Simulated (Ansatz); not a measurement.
The start is a relaxed TiB2 cell displaced along its unstable phonon at q = (½, ½, 0) of its primitive reciprocal cell (288i cm⁻¹), largest move 0.15 Å. Cell shape, volume and atoms are optimised at zero target pressure with r2SCAN (plane waves to 500 eV, PAW, scalar-relativistic; Ansatz, a first-principles code). The first steps use a coarse 14×14×14 k-mesh.

Initial structure:
```
CELL_PARAMETERS angstrom
     -3.22036     3.22036     5.96996
      0.00000     0.00000     5.96996
      1.61018     1.61018    -2.98498
ATOMIC_POSITIONS crystal
  Ti 0.01658 0.98342 0.00000
  Ti 0.48342 0.01658 0.00000
  B  0.96706 0.40210 0.00000
  B  0.53294 0.33623 0.00000
  B  0.96706 0.66377 0.00000
  B  0.53294 0.59790 0.00000
```

* **Energy released**: 0.35 eV/atom
* **Volume change**: -4.1 %, from 10.32 to 9.90 Å³/atom
* **Relative to the parent**: It does not go back: it reaches Cmme (No. 67), 0.39 eV/atom below the parent
* **Shortest distances (start → end)**: The closest pairs of elements (up to four, under 3.6 Å), start → end: B–B 1.56 → 1.62 Å; B–Ti 2.22 → 2.21 Å; Ti–Ti 3.12 → 2.73 Å
* **Band gap at the end**: zero (metallic)
* **Optimiser moves**: 11

Final values are on a 13×13×11 k-mesh of the relaxed cell. No spin polarisation in the result.

The run could not lose the symmetry of its start: the end is stationary, and may be a saddle point rather than a minimum.

The relaxed structure here is a generated cell of TiB2: the first start was made by placing the elements on the sites of a structure type, and the end was not matched to a known phase here, so it may be hypothetical. Known forms of TiB2 include space group No. 191.
